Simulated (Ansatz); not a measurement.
Ga₄As₃P, ordered on the zincblende lattice (R3m) with 8 atoms a cell at its r2SCAN geometry, run in Ansatz 0.2.0 at 2 levels of theory. The calculation is spin-unpolarised, and the structure need not be a phase that has been made.

The HSE06 input:
```yaml
crystal:
  lattice:
    - [1.9849542746, 1.1460138848, 12.9553460094]
    - [-1.9849542746, 1.1460138848, 12.9553460094]
    - [0.0, -2.2920277696, 12.9553460094]
  atoms:
    - { symbol: P, position: [2.51798e-05, 2.51798e-05, 2.51798e-05] }
    - { symbol: As, position: [0.748908401, 0.748908401, 0.748908401] }
    - { symbol: As, position: [0.4999980246, 0.4999980246, 0.4999980246] }
    - { symbol: As, position: [0.2510683203, 0.2510683203, 0.2510683203] }
    - { symbol: Ga, position: [0.6857626045, 0.6857626045, 0.6857626045] }
    - { symbol: Ga, position: [0.4369668934, 0.4369668934, 0.4369668934] }
    - { symbol: Ga, position: [0.1880585484, 0.1880585484, 0.1880585484] }
    - { symbol: Ga, position: [0.9392120279, 0.9392120279, 0.9392120279] }
kpoints:
  mp_grid: { grid: [4, 4, 4] }
  band_path:
    path:
      - [0.0, 0.0, 0.0]
      - [-0.5, -0.5, -0.5]
      - [-0.5, -0.1718833019, -0.8281166981]
      - [-0.1718833019, 0.1718833019, -0.5]
      - [0.0, 0.0, -0.5]
      - [0.0, 0.3359416509, -0.3359416509]
      - [-0.3359416509, 0.0, -0.6640583491]
      - [-0.5, 0.0, -0.5]
    npoints: 1
hamiltonian:
  xc: hse06
scf:
  occupations: { method: fixed }
  n_extra_bands: 6
output:
  forces: true
  stress: true
  eigenvalues: true
```

Main results, then, where recorded, the levels near the gap in eV from the Fermi energy (columns number the bands from 0), one row a point of the path (Γ, T, H₂, H₀, L, S₀, S₂, F):
```
Crystal: 8 atoms, lattice volume = 176.824 Å³
Symmetry: 6 space group operations
Space group: R3m (ITA 160)
```
```
Basis set: ecut = 420 eV, 3499 PW (Γ), FFT grids on a1−a3, a2−a3, a3
Bands: 57, of which v1, the nominal top of the filled ones, is band 51 counted from 1 (50 counted from 0)
k-points: 13 of 64 (time reversal used)
Exchange kernel: α = 0.2500, screened, ω = 0.2079 Å⁻¹, Wigner–Seitz truncation, v(0) = 1035.2821 eV·Å³, q-mesh 4×4×4
hybrid outer 1: dexx = +4.504e-2 eV, tail = 2.55e-4 eV
hybrid outer 2: dexx = +6.950e-6 eV, tail = 1.44e-7 eV, Δε = 3.58e-3 eV, ΔF = 7.04e-3 eV/Å
hybrid outer 3: dexx = +3.702e-9 eV, tail = 3.80e-9 eV, Δε = 1.05e-4 eV, ΔF = 8.31e-5 eV/Å
Free energy (F): -30465.081160 eV
Fermi energy:    7.515618 eV
--- Forces (eV/Å), atoms counted from 1 ---
  atom   1  P       0.00000      0.00000      0.00532
  atom   2  As      0.00000      0.00000    -0.01340
  atom   3  As      0.00000      0.00000    -0.00516
  atom   4  As      0.00000      0.00000    -0.00054
  atom   5  Ga      0.00000      0.00000    -0.00206
  atom   6  Ga      0.00000      0.00000      0.00549
  atom   7  Ga      0.00000      0.00000      0.00562
  atom   8  Ga      0.00000      0.00000      0.00474
--- Stress (GPa, compression-positive) ---
        1.095912       0.000000       0.000000
        0.000000       1.095912       0.000000
        0.000000       0.000000       0.204355
  P = ⅓ Tr σ = 0.7987 GPa (7.987 kbar)
```
```tsv
band_48	band_49	band_50	band_51	band_52	band_53
-0.041	0.000	0.000	1.629	1.855	2.331
-0.356	-0.156	-0.156	1.842	2.142	2.541
-2.505	-2.280	-2.209	3.082	3.156	4.050
-2.505	-2.280	-2.209	3.082	3.156	4.050
-2.277	-1.669	-1.504	2.221	2.476	2.885
-2.446	-2.350	-2.147	2.948	3.486	3.577
-2.446	-2.350	-2.147	2.948	3.486	3.577
-2.138	-1.256	-1.250	1.868	2.059	2.323
```

With HSE06 the gap is 1.63 eV and direct, at Γ.

PBE0. Against the first input these blocks differ (the band path and keys that only write files left aside):
```yaml
hamiltonian:
  xc: pbe0
```

```
Basis set: ecut = 420 eV, 3499 PW (Γ), FFT grids on a1−a3, a2−a3, a3
Bands: 57, of which v1, the nominal top of the filled ones, is band 51 counted from 1 (50 counted from 0)
k-points: 13 of 64 (time reversal used)
hybrid outer 1: dexx = +6.157e-2 eV, tail = 3.00e-4 eV
hybrid outer 2: dexx = +1.256e-5 eV, tail = 2.26e-7 eV, Δε = 4.83e-3 eV, ΔF = 4.39e-3 eV/Å
hybrid outer 3: dexx = +7.112e-9 eV, tail = 1.55e-9 eV, Δε = 1.28e-4 eV, ΔF = 8.67e-5 eV/Å
Free energy (F): -30465.297903 eV
Fermi energy:    7.174491 eV
--- Forces (eV/Å), atoms counted from 1 ---
  atom   1  P       0.00000      0.00000      0.00274
  atom   2  As      0.00000      0.00000    -0.01429
  atom   3  As      0.00000      0.00000    -0.00556
  atom   4  As      0.00000      0.00000    -0.00030
  atom   5  Ga      0.00000      0.00000      0.00016
  atom   6  Ga      0.00000      0.00000      0.00575
  atom   7  Ga      0.00000      0.00000      0.00585
  atom   8  Ga      0.00000      0.00000      0.00565
--- Stress (GPa, compression-positive) ---
        0.856534       0.000000       0.000000
        0.000000       0.856534       0.000000
        0.000000       0.000000      -0.002508
  P = ⅓ Tr σ = 0.5702 GPa (5.702 kbar)
```
```tsv
band_48	band_49	band_50	band_51	band_52	band_53
0.000	0.000	0.000	2.255	2.514	2.998
-0.364	-0.160	-0.160	2.509	2.807	3.202
-2.542	-2.313	-2.240	3.752	3.826	4.742
-2.542	-2.313	-2.240	3.752	3.826	4.742
-2.306	-1.698	-1.530	2.894	3.148	3.556
-2.483	-2.384	-2.177	3.614	4.165	4.257
-2.483	-2.384	-2.177	3.614	4.165	4.257
-2.176	-1.271	-1.256	2.511	2.725	2.994
```

The PBE0 gap is direct at Γ: 2.26 eV. With the atoms held, the mean pressure is +0.6 GPa (compression positive). The stress of a hybrid is loosely converged here.

Totals of different functionals can't be compared.

Spin-orbit coupling is left out.
